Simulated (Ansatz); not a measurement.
In PBE in the plane-wave PAW code Ansatz, CoSn in the hexagonal phase (P6/mmm; Co on 3f, Sn on 2d, Sn on 1a) relaxes to a = 5.295 Å, c = 4.233 Å. Against the elements it lies at -0.087 eV/atom, with no fitted shifts.

Electronic character: metallic (no gap).

Symmetry was held in the PBE relaxation. The run is not spin-polarised. Axis ratios of metals converge slowly with the k-mesh, so a and c are less sure than the volume. The references are the lowest solids computed at this level, not always the standard phases. Spin–orbit coupling is left out wherever it is not named.

Potentials: the later of the program's two PAW sets.
